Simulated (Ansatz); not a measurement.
Y2Si4Mo3 in space group P2_1/c (No. 14; Pearson symbol mP18), r²SCAN (plane waves, PAW; program Ansatz), all energies at zero smearing, with the estimated change up to a 700 eV cutoff added, with one set of potentials and settings (totals compare only within such a set). Cell of 18 atoms (4 Y, 8 Si, 6 Mo): -50369.469 eV.

| element | reference phase | E (eV/atom) |
|---|---|---|
| Y | P6_3/mmc, 2 atoms in the cell | -3859.7073 |
| Si | Fd-3m, 2 atoms in the cell | -639.0667 |
| Mo | Im-3m, 1 atoms in the cell | -4967.5975 |

Formation energy per atom, worked out: (-50369.469 − 4×(-3859.7073) − 8×(-639.0667) − 6×(-4967.5975))/18 = -0.696 eV/atom (-67 kJ per mol of atoms), at 0 K, without zero-point energy or fitted corrections.

The workflow started from a Materials Project entry (that database holds measured and hypothetical structures alike); the Crystallography Open Database copy checked does not list it. Whether it is the stable phase at ambient conditions was not checked. The r²SCAN relaxation kept the symmetry of its start; whether a distortion lowers the energy is not shown. No spin polarisation was allowed. The references are the lowest solids computed at this level, not always the standard phases.

Potentials: the later of the program's two PAW sets.
